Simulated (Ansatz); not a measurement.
A structure of MgS relaxed with PBEsol (plane waves to 420 eV, PAW, scalar-relativistic; Ansatz, an electronic-structure program); single points at other levels follow on the same geometry (Ansatz, PAW; HSE06 at 420 eV on a 8×8×8 k-mesh; no spin-orbit coupling). Space group Fm-3m (No. 225).

```
MgS
1.0
    0.00000     2.59110     2.59110
    2.59110     0.00000     2.59110
    2.59110     2.59110     0.00000
Mg S
1 1
Direct
  0.50000   0.50000   0.50000
  0.00000   0.00000   0.00000
```

| level | gap (eV) | kind | conduction minimum |
|---|---|---|---|
| PBEsol | 2.73 | indirect | X |
| HSE06 | [?] | – | [?] |

### Question
Fill in the missing entries.

### Answer

- HSE06, gap (eV): 3.83
- HSE06, conduction minimum: X

HSE06 gaps come from a coarse mesh plus a few chosen points, so they may be too large. No spin polarisation in the result.

Measured for MgS: a 5.188 Å (static lattice; corrected from measurement; as listed in Tamar Goldzak et al., The Journal of Chemical Physics (2022)). Computed minus measured — a: PBEsol -0.1 %. The computed values are for a static lattice.

The run could not lose the symmetry of its start.
